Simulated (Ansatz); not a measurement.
AlN:
```xyz
2
Lattice="2.6808 0.0000 0.0000 0.0000 2.6808 0.0000 0.0000 0.0000 3.8436" Properties=species:S:1:pos:R:3 pbc="T T T"
Al     1.3404     1.3404     0.0000
N      0.0000     0.0000     0.0000
```

Relaxed with PBE+D3(BJ). PBE+D3(BJ) in the plane-wave PAW code Ansatz gives a gap of 0.37 eV.

Task: What gap does HSE06 give on the same cell (Ansatz, PAW)?

Result: 1.28 eV, 0.90 eV more. The hybrid was solved on a coarser mesh and at special points; its gap is the smallest among all of these.

```csv
k,v1 PBE+D3(BJ),c1 PBE+D3(BJ),v1 HSE06,c1 HSE06
Γ,-1.20,0.37,-1.43,1.28
Z,-1.16,5.10,?,?
M,0.00,2.38,?,?
A,-0.54,3.91,-0.61,5.20
R,-0.76,1.41,?,?
X,-0.78,4.77,?,?
```

Task: Top valence (v1) and lowest conduction level (c1) in eV from each method's valence maximum (which need not be a listed point): supply the withheld HSE06 values.

Result: 
- R, v1 HSE06: -0.95
- R, c1 HSE06: 2.35
- M, v1 HSE06: 0.00
- M, c1 HSE06: 3.54
- X, v1 HSE06: -0.97
- X, c1 HSE06: 5.96
- Z, v1 HSE06: -1.38
- Z, c1 HSE06: 6.47

Cost on shared cores: the PBE+D3(BJ) run (SCF on a 10×10×7 mesh, then bands and DOS) around 6 core-seconds (rough), the HSE06 run (SCF on 8×8×5, then a few points) around 50 core-seconds (rough); the tasks are unlike.

Space group P4/mmm. The cell is a constructed one: a structure type filled with these elements; neither database checked (COD, Materials Project) lists it. It is not the phase usual at ambient conditions (space group No. 186, 216). The PBE+D3(BJ) relaxation kept the symmetry of its start. At this level the phase is dynamically unstable (imaginary phonons).

Potentials: the later of the program's two PAW sets.
